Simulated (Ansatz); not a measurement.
Data:

GaIr:
```
GaIr
1.0
    2.99789     0.00000     0.00000
    0.00000     2.99789     0.00000
    0.00000     0.00000     2.99789
Ga Ir
1 1
Direct
  0.00000   0.00000   0.00000
  0.50000   0.50000   0.50000
```

This is the LDA-relaxed structure.

Problem. All from plane-wave PAW LDA (Ansatz code), unless another level is named. Give the highest zone-centre frequency.

Solution. 181 cm^-1.

Problem. Next, the Poisson's ratio?

Solution. 0.40.

Space group Pm-3m (CsCl type). The first step of the workflow began from a Materials Project structure, measured or hypothetical; the Crystallography Open Database files this formula in space group No. 221, but the cells were not matched. Whether it is the stable phase at ambient conditions was not checked. The cell was relaxed with LDA under the symmetry of its start; of distortions, only those at the zone centre were tested. No spin polarisation was allowed. As this level gives no gap, phonon frequencies hold no LO–TO term and depend on the k-mesh and smearing (Fermi–Dirac, 0.1 eV here). Spin–orbit coupling is left out wherever it is not named.

Potentials: the later of the program's two PAW sets.
